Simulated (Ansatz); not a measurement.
Squeezing SnSe (zincblende type)

```
Sn Se
1.0
     0.00000    3.28946    3.28946
     3.28946    0.00000    3.28946
     3.28946    3.28946    0.00000
Sn Se
1 1
Direct
  0.00000 0.00000 0.00000
  0.25000 0.25000 0.25000
```

The cell comes from a relaxation on PAW files under the same functional, begun from a prototype that needn't be the stable phase.

Its volume is scaled at fixed shape and fractional positions.

Level of theory: DFT with LDA, scalar-relativistic, in Ansatz 0.2.0; a Γ-centred 11×11×11 k mesh, Fermi–Dirac smearing of 0.08 eV, no spin polarisation. LAPW: all electrons, basis error target 1 meV/atom; PAW: frozen-core files, cutoff 420 eV; crystal datasets: all electrons, by PAW datasets that the program makes for each cell; norm-conserving: pseudopotentials, cutoff 1170 eV; PAW (cutoff 800 eV): frozen-core files, cutoff 800 eV.

Energies are extrapolated to zero smearing and count from the unscaled cell; pressure is positive in compression; gaps take the mesh and a band path. No temperature or zero-point motion is included.

Spin–orbit coupling is left out, which matters for the heavy atoms. The PAW files were made under PBE. The structure type is held throughout; the real material can change phase at far lower pressure.

```tsv
V/V0	V (Å³/atom)	P LAPW (GPa)	ΔE LAPW (eV/atom)	P PAW − LAPW (GPa)	ΔE PAW − LAPW (meV/atom)
1.00	35.59	-0.03	0.000	-0.01	0.0
0.94	33.46	2.33	0.015	-0.01	-0.1
0.88	31.32	5.45	0.066	-0.01	-0.1
0.80	28.48	?	0.212	-0.01	-0.2
0.72	25.63	20.9	0.491	-0.01	-0.2
0.64	22.78	36.2	0.990	0.00	-0.3
0.55	19.58	66.8	1.985	0.00	-0.2
```

(1) What belongs in the row "0.80", column "P LAPW (GPa)"?

(2) Fit the Vinet equation to the LAPW pressures over the whole range, with residuals weighted by 1/(|P| + 0.03·Pmax).

(3) At the smallest volume, how far do crystal datasets and norm-conserving and PAW (cutoff 800 eV) lie from LAPW in pressure?

(4) How do the Löwdin populations by LAPW change from the unscaled cell to the last row?

Answers

(1) 11.41.

(2) V0 = 35.58 Å³/atom, B0 = 32.1 GPa and B0′ = 4.45, and the fit misses no point by more than 1 GPa. A fit over so wide a range pins B0 less well than one near rest.

(3) crystal datasets: 0.00 GPa; norm-conserving: +0.33 GPa; PAW (cutoff 800 eV): -0.03 GPa, on a LAPW pressure of 66.8 GPa.

(4) Sn 5s 1.88 → 1.47, Sn 5p 1.82 → 2.41, Se 4s 1.84 → 1.74, Se 4p 4.41 → 4.21 electrons an atom. These are projections on the shells that the free atoms fill; 0.06 e a cell lies outside them at the start and 0.22 e at the end.
